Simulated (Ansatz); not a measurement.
RbBr:
```
RbBr
1.0
    0.00000     3.42193     3.42193
    3.42193     0.00000     3.42193
    3.42193     3.42193     0.00000
Rb Br
1 1
Direct
  0.00000   0.00000   0.00000
  0.50000   0.50000   0.50000
```

Relaxed with PBEsol. Special points in fractions of this cell's reciprocal vectors: Γ (0.000, 0.000, 0.000); X (0.500, 0.000, 0.500); U (0.625, 0.250, 0.625); K (0.375, 0.375, 0.750); L (0.500, 0.500, 0.500); W (0.500, 0.250, 0.750).

Task: List the band energies nearest the valence-band maximum at these points for the program Ansatz at the PBEsol with spin–orbit coupling level (PAW).

Result: In eV from the valence-band maximum; about four levels below and three above (degenerate sets whole), none deeper than 8.9 eV; points with the same levels are listed once.

```json
[
 {"k": "Γ", "below": "0.00 0.00 0.00 0.00", "above": "4.06 4.06 7.04 7.04 7.04 7.04"},
 {"k": "X", "below": "-0.38 -0.38 -0.16 -0.16", "above": "5.33 5.33 6.87 6.87"},
 {"k": "U", "below": "-0.50 -0.50 -0.34 -0.34", "above": "6.07 6.07 7.85 7.85"},
 {"k": "L", "below": "-0.62 -0.62 -0.38 -0.38", "above": "6.52 6.52 7.46 7.46"},
 {"k": "W", "below": "-0.46 -0.46 -0.40 -0.40", "above": "6.80 6.80 6.83 6.83"}
]
```

Space group Fm-3m (rock salt). Symmetry was held in the PBEsol relaxation.

Potentials: the later of the program's two PAW sets.
